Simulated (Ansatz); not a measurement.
PtS₂ (CdI2 type, space group No. 164) at seven volumes, DFT-r²SCAN+D4 in the program Ansatz with PAW potentials, shape and atoms relaxed at each. One row is withheld.

| V (Å³/atom) | P (GPa) |
|---|---|
| 17.232 | ? |
| 17.800 | 1.77 |
| 18.368 | 0.72 |
| 18.936 | 0.00 |
| 19.504 | -0.63 |
| 20.072 | -0.98 |
| 20.640 | -1.23 |

Problem. Fit the shown pressures and predict the withheld one.

Solution. P = (3/2)B₀(x^(7/2) − x^(5/2))[1 + (3/4)(B′ − 4)(x − 1)] with x = (V₀/V)^(2/3). Least squares on the six rows gives V₀ = 18.903 Å³/atom, B₀ = 22.2 GPa, B′ = 9.75. At V = 17.232, x = 1.0636 and P = 3.15 GPa. The run itself gave 3.18 GPa.

Space group P-3m1 (CdI2 type). The r²SCAN+D4 relaxation kept the symmetry of its start; phonons on a q-mesh show no instability. The run is not spin-polarised. Scalar-relativistic: spin–orbit coupling is off unless named, which matters more the heavier the elements.

Potentials: the later of the program's two PAW sets.
